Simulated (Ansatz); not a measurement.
**TiAl (CuAu type, space group P4/mmm), map of one atom of the cell**

Starting cell, TiAl (CuAu type, space group P4/mmm):

```
CELL_PARAMETERS angstrom
      5.64852     0.00000     0.00000
      0.00000     2.82426     0.00000
      0.00000     0.00000     4.07079
ATOMIC_POSITIONS crystal
  Al 0.25000 0.50000 0.50000
  Al 0.75000 0.50000 0.50000
  Ti 0.00000 0.00000 0.00000
  Ti 0.50000 0.00000 0.00000
```

In this cell atom 2 (Al, nearest neighbour Al at 2.824 Å; its periodic images, 2.8 Å or more away, move with it) is moved by u·(1.000, 0.000, 0.000) + v·(0.000, 0.000, 1.000); the rest is frozen.

All values below come from PBE (plane waves to 420 eV, PAW, scalar-relativistic; Ansatz, an electronic-structure program). k mesh 7×13×9 (Γ-centred), Fermi-Dirac smearing 0.05 eV. Energies are smeared free energies. Points where atoms come too close for the PAW data are left out (x in tables, blank in figures). With partly filled bands, energies and forces of such displacements shift with the k mesh and the smearing. Fu and Fv are the components of the force on the atom. TiAl is run without spin polarisation. TiAl was relaxed with its symmetry unable to fall. The zero of ΔE is the undisplaced structure. Axes are in Å.

ΔE (eV/cell), with u across and v down:

```csv
v \ u,-0.710,-0.473,-0.237,0.000,0.237,0.473,0.710
-0.710,x,3.202,2.170,1.825,2.170,3.202,x
-0.473,3.310,1.844,1.052,0.800,1.052,1.844,3.310
-0.237,2.409,1.066,0.400,0.197,0.400,1.066,2.409
0.000,2.125,0.816,0.187,0.000,0.187,0.816,2.125
0.237,2.409,1.066,0.400,0.197,0.400,1.066,2.409
0.473,3.310,1.844,1.052,0.800,1.052,1.844,3.310
0.710,x,3.202,2.170,1.825,2.170,3.202,x
```

Fu (eV/Å), with u across and v down:

```tsv
v \ u	-0.710	-0.473	-0.237	0.000	0.237	0.473	0.710
-0.710	x	5.80	2.92	0.00	-2.92	-5.80	x
-0.473	7.97	4.63	2.16	0.00	-2.16	-4.63	-7.97
-0.237	7.63	4.02	1.75	0.00	-1.75	-4.02	-7.63
0.000	7.56	3.85	1.63	0.00	-1.63	-3.85	-7.56
0.237	7.63	4.02	1.75	0.00	-1.75	-4.02	-7.63
0.473	7.97	4.63	2.16	0.00	-2.16	-4.63	-7.97
0.710	x	5.80	2.92	0.00	-2.92	-5.80	x
```

Summary:

```
Item                                                                                                           Value
-----------------------------------------------------------------------------  -------------------------------------
Principal force constants in the plane (five-point differences of the forces)                      6.5 and 7.0 eV/Å²
Centre of the map                                                                                          a minimum
Lowest place on the grid                                                       u = 0.000 Å, v = 0.000 Å (0 meV/cell)
```

The 49 points together took very roughly 16 core-minutes.

(A displaced cell: forces are minus the slopes of the energy, force constants its curvatures, and phonons follow from these.)
